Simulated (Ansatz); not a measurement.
BiN (PbO-type structure)

Level of theory: DFT, PBE, scalar-relativistic, no spin polarisation; plane waves to 420 eV with PAW datasets (Ansatz 0.2.0), 8×8×6 k-mesh, Gaussian smearing of 0.05 eV; PAW files: Ansatz's generated set soft_2.

Space group P4/nmm:1 (No. 129). a = 4.052 Å, b = 4.052 Å, c = 5.312 Å, α = 90.00°, β = 90.00°, γ = 90.00°
```json
{"atom": "Bi", "site": "2c", "symmetry": "4mm", "x": "0.5000", "y": "0.0000", "z": "0.2087"}
{"atom": "N", "site": "2a", "symmetry": "-4m2", "x": "0.0000", "y": "0.0000", "z": "0.0000"}
```

The cell came from substitution into a structure type; whether the compound takes it is for experiment to say.

The cell above was scaled in volume, and shape and atoms were relaxed at each volume within its symmetry. Energies are counted from the cell above.

```tsv
V (Å³/atom)	ΔE (meV/atom)	P (GPa)
20.61	2.9	0.89
20.93	?	?
21.37	0.3	0.29
21.81	0.0	0.01
22.24	0.3	-0.22
22.68	1.0	-0.37
23.33	2.7	-0.52
23.99	4.8	-0.60
```

(1) Fill in the withheld row.

(2) Can a bulk modulus be trusted from these points?

Answers:

(1) ΔE (meV/atom): 1.4, P (GPa): 0.61.

(2) No. The energies are smooth (scatter 0.00 meV/atom), but the fit's B0′ of 12.1 is out of the usual range: the curve is too flat or too lopsided over this range, as for soft or weakly bound crystals, and a third-order form can't fix it.

For elements this heavy, spin–orbit coupling would shift levels and gaps; it isn't included here. The run is a metal.
